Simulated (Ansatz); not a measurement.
# Al: energy along a strain

Al, P6_3/mmc, a = 2.812 Å, c = 4.867 Å (as given, not relaxed at this level: -4.5 GPa). This isn't the element's structure at ambient conditions. Ansatz: PBEsol+D3(BJ), PAW, 420 eV, Γ-centred 18×18×10 mesh on 2 atoms, Gaussian smearing 0.15 eV; no spin polarisation. Cell vectors (Å): 2.812 0.000 0.000; -1.406 2.436 0.000; 0.000 0.000 4.867. The cell is strained by x per cent times the pattern (1 -1 0 0 0 0) in the order xx yy zz yz xz xy (engineering shears), with fractional coordinates held. y is the free energy over the start, V0 = 16.669 Å³/atom.

| x (%) | y (meV/atom) |
| --- | --- |
| -2.00 | ? |
| -1.50 | 1.59 |
| -1.00 | 0.77 |
| -0.50 | 0.20 |
| 0.00 | 0.00 |
| 0.50 | 0.20 |
| 1.00 | 0.72 |
| 1.50 | 1.46 |
| 1.75 | 1.91 |
| 2.00 | 2.42 |

Problem. Fit y = c1 x + c2 x² + c3 x³ to the other rows, get the stiffness along the pattern, and predict the missing energy.

Solution. Least squares on the rows shown. y = 0.03967 x + 0.6828 x² − 0.04630 x³. The clamped-ion stiffness p·C·p = 2 × 6.828 eV × 160.2 / 16.669 Å³ = 131 GPa (second derivative at the start, which stands under stress). With a term in x⁴ added, the coefficient of x² becomes 0.7539, 10 % more, which shows how far this figure hangs on the form. At x = -2.00 the fit asked for gives 3.02 meV/atom. The run gave 2.68 meV/atom, so the fit is 0.34 meV/atom too high, 13 % of the span of the series, against an rms of 0.04 meV/atom on the fitted rows. The row lies outside the fitted range. With a term in x⁴ added, a fit to the same known rows predicts 2.62 meV/atom, so most of the miss is curvature that the known rows already hold.